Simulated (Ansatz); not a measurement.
Task: Name crystals whose computed values (r²SCAN (plane waves, PAW; program Ansatz)) fall in these windows: HSE06 gap (eV) 1.9 to 2.5; Θ_D (K) 420 to 590; gap (eV) 1.6 to 2.0.

Result: 

| crystal | HSE06 gap (eV) | Θ_D (K) | gap (eV) |
|---|---|---|---|
| BeS, NiAs type | 2.27 | 513 | 1.81 |
Others may fit too.

Not the usual ambient phase: BeS, NiAs type. The cell was relaxed under the symmetry of its start.

Potentials: the later of the program's two PAW sets.
